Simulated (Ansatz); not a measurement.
Ansatz input

```yaml
crystal:
  lattice:
    - [3.4024816156, 0.0, 0.0]
    - [-1.7012408078, 2.946635515, 0.0]
    - [0.0, 0.0, 5.5338508733]
  atoms:
    - { symbol: In, position: [0.3333333333, 0.6666666667, 0.25] }
    - { symbol: In, position: [0.6666666667, 0.3333333333, 0.75] }
hamiltonian:
  xc: pbesol
  pseudopotentials:
    kind: paw
    azcp:
      In: "pseudopotentials/In.paw.azcp"
basis:
  ecutwfc: 420
  fft_grid_basis: typed
kpoints:
  mp_grid: { grid: [12, 12, 7], shift: [0, 0, 0] }
magnetization:
  spin_polarized: false
scf:
  occupations: { method: fermi_dirac, width: 0.1 }
  lower_state_search: "off"
output:
  stress: true
```

Output

```
Warning: the record states the generating functional pbe (its physics header spells it `PBE`), which answers neither for hamiltonian.xc's functional nor for the pbesol family's — results may be inconsistent (PPs are generated against a specific XC)
Engine: ansatz 0.2.0, aarch64-unknown-linux-gnu
Pseudopotentials: kind: paw
Pseudopotential: In, paw, valence charge 13, recommended cutoff 420 eV (normal) 
Functional definition: PBEsol
  exchange = pbesol_x
  correlation = pbesol_c
Crystal: 2 atoms, lattice volume = 55.482 Å³
Basis set: ecut = 420 eV, 1099 PW (Γ)
Bands: 17, of which v1, the nominal top of the filled ones, is band 13 counted from 1 (12 counted from 0)
Symmetry: 24 space group operations
Space group: P63/mmc (ITA 194), of the structure as read, at distance tolerance 3.8e-5 Å
k-points: 76 of 1008
Non-local potential: In, projectors of the file, l = 0: 2, l = 1: 2, l = 2: 2, l = 3: 2
PAW form: soft (Blöchl's): semilocal exchange-correlation on the pseudo side does not see the compensation charge
PAW frozen core: In, regenerated for the run's functional, and the local potential with it (the file was generated under x = pbe(κ = 0.804, μ = 0.2195149727645171), c = pbe(β = 0.06672455060314922))
PAW one-centre angular grid: In, 590 points (default); XC on 64 Gauss nodes
Initial density: superposition of atomic densities (neutral atoms: chi_scale 0, normalization atom), corrected by the library's trained network
Initial wavefunctions: pseudopotential atomic-orbital guess
Functional: x = pbesol(κ = 0.804, μ = 0.12345679012345678), c = pbesol(β = 0.046)
SCF iter   1: F=—  HF=-11050.781016 eV  |F-HF|=—  |Δ(HF+E_count)|=         —  Δρ=2.81e-3  dr2=4.26e-3  ethr=1.77e-3  ⟨swp⟩=5.7  Hψ=6392  notcnv=0
SCF iter   2: F=—  HF=-11050.777232 eV  |F-HF|=—  |Δ(HF+E_count)|=   3.78e-3  Δρ=1.28e-3  dr2=1.06e-3  ethr=1.64e-5  ⟨swp⟩=2.1  Hψ=2728  notcnv=0
SCF iter   3: F=—  HF=-11050.776822 eV  |F-HF|=—  |Δ(HF+E_count)|=   4.10e-4  Δρ=4.29e-4  dr2=6.17e-5  ethr=4.08e-6  ⟨swp⟩=2.0  Hψ=2256  notcnv=0
SCF iter   4: F=—  HF=-11050.776836 eV  |F-HF|=—  |Δ(HF+E_count)|=   1.39e-5  Δρ=3.85e-4  dr2=5.90e-5  ethr=2.37e-7  ⟨swp⟩=2.0  Hψ=2279  notcnv=0
SCF iter   5: F=—  HF=-11050.776807 eV  |F-HF|=—  |Δ(HF+E_count)|=   2.88e-5  Δρ=1.09e-4  dr2=4.95e-6  ethr=2.27e-7  ⟨swp⟩=2.0  Hψ=2052  notcnv=0
SCF iter   6: F=-11050.776804 eV  HF=-11050.776804 eV  |F-HF|=7.23e-8  |Δ(HF+E_count)|=   2.62e-6  Δρ=1.26e-5  dr2=7.56e-8  ethr=3.85e-10  ⟨swp⟩=4.0  Hψ=5770  notcnv=0
SCF 1 converged in 6 iterations: F = -11050.776804 eV  dr2 = 7.56e-8
SCF converged after 6 iterations
Free energy (F): -11050.776804 eV
Harris-Foulkes:  -11050.776804 eV  (|F-HF|=7.23e-8)
Internal energy: -11050.747120 eV  (E = F + TS)
E sigma→0 (E₀):  -11050.761962 eV
Entropy (-TS):   -0.029684 eV (-14.842 meV/atom)
Fermi energy:    9.294365 eV
--- Per-component energies (eV) ---
  E_band       = -68.694876
  E_kinetic    = 481.769248
  E_local      = -2223.287242  (includes V_loc(G=0)·N_el)
  E_nonlocal   = 734.637669
  E_hartree    = 867.278822
  E_xc         = -427.621264
  E_vxc        = -200.128425  (∫ρ·V_xc dr)
  E_paw        = -8162.225995  (= ΣΔE_a)
  E_vpaw       = -596.258916  (= ΣTr[D̂ρ^β])
  E_aug_tail   = 0.000050  (compensation charges beyond the density's cutoff)
  E_ewald      = -2321.770215
  E_core_change = 0.471805  (= ΣΔE_core)
  E_smearing   = -0.029684  (= −TS)
  E_closure    = -0.000000  (closes the sum)
  Σ components = -11050.776804   (vs F -11050.776804, Δ=0.00e0)
--- Stress (GPa, compression-positive) ---
       -2.487384      -0.000000       0.000000
        0.000000      -2.487384       0.000000
        0.000000       0.000000      -3.178487
  P = ⅓ Tr σ = -2.7178 GPa (-27.178 kbar)
```
